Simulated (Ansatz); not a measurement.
AlP:
```cif
data_AlP
_chemical_formula_sum 'P1 Al1'
_space_group_name_H-M_alt 'P 1'
_space_group_IT_number 1
_cell_length_a 3.86819
_cell_length_b 3.86819
_cell_length_c 3.86819
_cell_angle_alpha 60.000
_cell_angle_beta 60.000
_cell_angle_gamma 60.000
loop_
_space_group_symop_operation_xyz
  'x, y, z'
loop_
_atom_site_label
_atom_site_type_symbol
_atom_site_fract_x
_atom_site_fract_y
_atom_site_fract_z
_atom_site_occupancy
P1 P 0.75000 0.75000 0.75000 1
Al1 Al 0.00000 0.00000 0.00000 1
```

Relaxed with PBEsol. 

Problem. HSE06 on this cell (Ansatz, a program for electronic structure, PAW) gives a gap of 2.28 eV. What does PBEsol give?

Solution. 1.45 eV.

Cost on shared cores: the PBEsol run (SCF on a 9×9×9 mesh, then bands and DOS) roughly 12 core-seconds, the HSE06 run (SCF on 7×7×7, then a few points) about 2.1 core-minutes (a rough figure); the tasks are unlike.

Space group F-43m (zinc blende). The cell was relaxed with PBEsol under the symmetry of its start.

Potentials: the later of the program's two PAW sets.

Ansatz is a plane-wave DFT program.
